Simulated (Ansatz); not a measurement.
SnRu3C (anti-perovskite, Pm-3m) at seven volumes, plane-wave PAW PBE (Ansatz code), scaled uniformly. One row is withheld.

| V (Å³/atom) | P (GPa) |
|---|---|
| 12.458 | 29.07 |
| 12.869 | 17.66 |
| 13.279 | ? |
| 13.690 | -0.01 |
| 14.101 | -6.80 |
| 14.511 | -12.49 |
| 14.922 | -17.26 |

**Question.** Fit the shown pressures and predict the withheld one.

**Answer.** Third-order Birch–Murnaghan: P = (3/2)B₀(x^(7/2) − x^(5/2))[1 + (3/4)(B′ − 4)(x − 1)] with x = (V₀/V)^(2/3). Least squares on the six rows gives V₀ = 13.690 Å³/atom, B₀ = 246.1 GPa, B′ = 4.78. At V = 13.279, x = 1.0205 and P = 8.07 GPa. The run itself gave 8.06 GPa.

The start of the workflow was typed in or built on a structure type; neither database checked (COD, Materials Project) lists it. Its standing as an ambient phase is unchecked. The PBE relaxation kept the symmetry of its start; its stability against distortions is not shown here. No spin polarisation was allowed. Spin–orbit coupling is left out wherever it is not named.

Potentials: the later of the program's two PAW sets.
